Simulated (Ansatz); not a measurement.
LiF:
```yaml
crystal:
  lattice:
    - [3.08829, 0.00000, 0.00000]
    - [-1.54414, 2.67453, 0.00000]
    - [0.00000, 0.00000, 4.83562]
  atoms:
    - { symbol: Li, position: [0.33333, 0.66667, 0.38124] }
    - { symbol: Li, position: [0.66667, 0.33333, 0.88124] }
    - { symbol: F, position: [0.33333, 0.66667, 0.99375] }
    - { symbol: F, position: [0.66667, 0.33333, 0.49375] }
```

Relaxed with HSE06. Special points in fractions of this cell's reciprocal vectors: Γ (0.000, 0.000, 0.000); M (0.500, 0.000, 0.000); K (0.333, 0.333, 0.000); A (0.000, 0.000, 0.500); L (0.500, 0.000, 0.500); H (0.333, 0.333, 0.500).

List the band energies nearest the valence-band maximum at these points for DFT-HSE06 in the program Ansatz with PAW potentials.

In eV from the valence-band maximum; about four levels below and three above (degenerate sets whole), none deeper than 8.9 eV; … stands for higher levels left out; points with the same levels are listed once.

```json
[
 {"k": "Γ", "below": "-0.49 -0.49 -0.16 -0.16 0.00", "above": "9.96 14.39 …"},
 {"k": "M", "below": "-1.08 -1.03 -0.56 -0.40", "above": "13.48 14.50 …"},
 {"k": "K", "below": "-1.20 -1.20 -1.04 -0.66 -0.66", "above": "14.31 15.57 …"},
 {"k": "A", "below": "-0.33 -0.33 -0.33 -0.33", "above": "11.70 11.70 …"},
 {"k": "L", "below": "-0.72 -0.72 -0.58 -0.58", "above": "13.44 13.44 …"},
 {"k": "H", "below": "-1.38 -1.38 -0.39 -0.39", "above": "14.78 14.78 …"}
]
```

Space group P6_3mc (wurtzite). The workflow started from a Materials Project entry (that database holds measured and hypothetical structures alike); the Crystallography Open Database copy checked does not list it. It is not the phase usual at ambient conditions (space group No. 225). The cell was relaxed with HSE06 under the symmetry of its start; whether a distortion lowers the energy is not shown. The hybrid was solved on a coarse mesh, the path and, where they were found, the r²SCAN edge points; its band edges are the extreme levels among these.

Potentials: the later of the program's two PAW sets.
